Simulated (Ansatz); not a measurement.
## Sr7Tl: stable or not

The structure comes from a generated guess, relaxed at this level; another structure or a mixture of phases may lie lower.

These are results of DFT PBE, scalar-relativistic, plane waves, PAW (Ansatz), not measurements. Plane waves to 420 eV, a 6×6×6 mesh through Γ for the 8-atom cell and 0.10 eV Gaussian smearing; no spin polarisation.

```xyz
8
Lattice="8.3103 0.0000 0.0000 -4.1552 7.1969 0.0000 0.0000 0.0000 6.6178" Properties=species:S:1:pos:R:3 pbc="T T T"
Sr    0.0000    7.1913    0.0000
Sr    2.0727    3.6013    0.0000
Sr   -2.0727    3.6013    0.0000
Sr    2.0159    1.1639    3.3089
Sr    6.2944    1.1639    3.3089
Sr    4.1552    4.8691    3.3089
Sr    0.0000    4.7980    3.3089
Tl    0.0000    0.0000    0.0000
```

The zero of energy is the elements' standard structures at the same level; no fitted shifts are applied.

**Question.** These tests were run: energy against the elements; phonons at Γ. What do they show?

**Answer.**

```csv
test,result
energy against the elements,−0.02 eV/atom
phonons at Γ,imaginary modes down to 29i cm⁻¹
```

It fails one test: phonons at Γ. So it isn't even a local minimum. Undecided: energy against the elements (too near zero for this accuracy).

The k mesh leaves some 4 meV/atom of noise in the energy of each metallic cell. These runs have no spin–orbit coupling, which can matter for Tl. The run for the phonons used a 6×6×6 k mesh and Fermi–Dirac smearing of 0.15 eV.
